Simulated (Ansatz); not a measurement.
Ti$_{2}$O$_{3}$ under pressure: fit and missing row

Ti$_{2}$O$_{3}$, R-3c, a = 5.040 Å, c = 13.875 Å. Ansatz: PBEsol, PAW, 420 eV, Γ-centred 12×12×12 mesh on 10 atoms, Gaussian smearing 0.10 eV; no spin polarisation. Cell and atoms are relaxed at each pressure, and no other structure is tried, so the rows at high pressure may lie past a change of phase.

```
V (Å³/atom) P (GPa)
      9.312    25.02
      9.712    11.97
          ?     4.01
     10.128     1.05
     10.173     0.00
     10.218    -1.04
```

Q: Take V0 = 10.173 Å³/atom, fit the third-order Birch–Murnaghan form to the other rows, and predict the missing volume.

A: With the Eulerian strain f = ½[(V0/V)^(2/3) − 1] and y = P/[3f(1 + 2f)^(5/2)], the form is the line y = B0 + 1.5 B0 (B0′ − 4) f. Rows (f, y): 0.03036, 237.1; 0.01570, 235.2; 0.00148, 234.7; -0.00147, 237.6. Means f = 0.01152, y = 236.15; Σ(Δf)² = 0.0006420, ΣΔfΔy = 0.009650; the slope is their ratio. y = 236.0 + 15.03 f GPa, so B0 = 236.0 GPa and B0′ = 4 + 2 × (15.03)/(3 × 236.0) = 4.04. P = 4.01 GPa is met at f = 0.00551 (y = 236.08), so V = V0 (1 + 2f)^(−3/2) = 10.007 Å³/atom. The run gave 10.006 Å³/atom, so the fit is 0.001 Å³/atom too high, within the rms miss on the fitted rows (0.001 Å³/atom). With a term in f² added B0′ becomes 3.34, so this figure hangs on the form.

Spin polarisation was left out, and a magnetic state may lie lower.

Cost: 6 runs of about 34 core-minutes in all, on Intel Xeon Platinum 8488C (Sapphire Rapids) (shared hosts).